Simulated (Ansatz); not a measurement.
Pt:
```
CELL_PARAMETERS angstrom
      0.00000     1.96474     1.96474
      1.96474     0.00000     1.96474
      1.96474     1.96474     0.00000
ATOMIC_POSITIONS crystal
  Pt 0.00000 0.00000 0.00000
```

Relaxed with r²SCAN+D4. Special points in fractions of this cell's reciprocal vectors: Γ (0.000, 0.000, 0.000); X (0.500, 0.000, 0.500); U (0.625, 0.250, 0.625); K (0.375, 0.375, 0.750); L (0.500, 0.500, 0.500); W (0.500, 0.250, 0.750).

Task: List the band energies nearest the Fermi level at these points for DFT-r²SCAN+D4 in the program Ansatz with PAW potentials.

Result: In eV from the Fermi level; about four levels below and three above (degenerate sets whole), none deeper than 8.9 eV; … stands for higher levels left out; points with the same levels are listed once.

| k | below | above |
|---|---|---|
| Γ | -3.89 -3.89 -3.89 -1.74 -1.74 | … |
| X | -7.23 -6.80 -0.06 | 0.51 0.51 1.98 |
| U | -5.59 -2.90 -1.41 -0.17 | 6.11 … |
| L | -7.51 -3.99 -3.99 -0.25 | 0.02 0.02 … |
| W | -5.78 -4.66 -4.66 -2.09 | 0.52 7.51 … |

Space group Fm-3m (fcc (Cu type)). The cell was relaxed with r²SCAN+D4 under the symmetry of its start. No spin polarisation was allowed. The pairwise dispersion correction was not fitted to metals. Scalar-relativistic: spin–orbit coupling is off unless named, which matters more the heavier the elements.

Potentials: the earlier of the program's two PAW sets.
